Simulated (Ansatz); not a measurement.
Mg2Si (fluorite or antifluorite type), relaxed with PBE (Ansatz, a program for electronic structure, plane waves, PAW): a = 6.3649 Å, b = 6.3649 Å, c = 6.3649 Å, α = 90.00°, β = 90.00°, γ = 90.00°.

| Item | Result |
|---|---|
| gap (eV) | 0.22 |
| ΔH_f (eV/atom) | -0.16 |
| B₀ by P(V) fit (GPa) | 54.1 |
| electron conductivity mass (mₑ) | 0.25 |

### Question
The same phase is relaxed and computed with PBEsol in the same code. What are the cell and these values now?

### Answer
a = b = c = 6.326 Å, α = β = γ = 90.00°.

- gap (eV) = 0.11
- ΔH_f (eV/atom) = -0.16
- B₀ by P(V) fit (GPa) = 56.0
- electron conductivity mass (mₑ) = 0.24

All cells were relaxed under the symmetry of their starts (and spin orders); stability against distortions was not tested throughout.

Potentials: the later of the program's two PAW sets.

Ansatz is a plane-wave DFT program.

Formation energies count from the lowest solids of the elements computed at the same level, not from gases.
